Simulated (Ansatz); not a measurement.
**BaBr$_{2}$: levels and charges under dearer methods**

A database entry relaxed whole under r2SCAN at zero pressure (Pnma, No. 62):

```
Ba Br
1.0
     8.33043    0.00000    0.00000
     0.00000    4.98384    0.00000
     0.00000    0.00000    9.98830
Ba Br
4 8
Direct
  0.24859 0.25000 0.11786
  0.25141 0.75000 0.61786
  0.74859 0.25000 0.38214
  0.75141 0.75000 0.88214
  0.14308 0.25000 0.42982
  0.35692 0.75000 0.92982
  0.64308 0.25000 0.07018
  0.85692 0.75000 0.57018
  0.02691 0.25000 0.83156
  0.47309 0.75000 0.33156
  0.52691 0.25000 0.66844
  0.97309 0.75000 0.16844
```

Its volume is 34.56 Å³ an atom, +1.8 % against the entry's 33.95, a cell as deposited in COD (2011).

Single points on this cell with plane-wave PAW DFT (Ansatz 0.2.0; r2SCAN 500 eV, hybrids 420 eV; fermi-dirac occupations of width 0.020 eV; no moments): r2SCAN on a 4×6×4 Γ-centred mesh; r2SCAN with spin-orbit coupling on a 4×4×2 Γ-centred mesh; HSE06 on a 4×4×2 Γ-centred mesh; PBE0 on a 4×4×2 Γ-centred mesh.

**Question.** What does each level give for gap and charges?

**Answer.** The runs give:

```tsv
level	gap (eV), or kind	pressure (GPa)	Bader charge of Ba (e)	Bader charge of Br (e)
r2SCAN	4.79	0.0	+1.59	-0.79
r2SCAN with spin-orbit coupling	4.62	0.0	+1.59	-0.79
HSE06	5.41	0.1	+1.59	-0.79
PBE0	6.13	0.0	+1.59	-0.80
```

Under r2SCAN the gap is 4.79 eV, over mesh and band path. HSE06 moves it by +0.62 eV and PBE0 by +1.34 eV; PBE0 keeps its exact exchange at long range, which widens the gap over HSE06's by 0.72 eV on their common mesh. Spin-orbit coupling moves the r2SCAN gap by -0.17 eV, which the hybrid values lack.

Caveats: the relaxation kept the start's symmetry; HSE06 is read on its mesh and at the zone's corners, PBE0 on its mesh alone; hybrid pressures are good to a few tenths of a GPa; pressure is positive in compression.
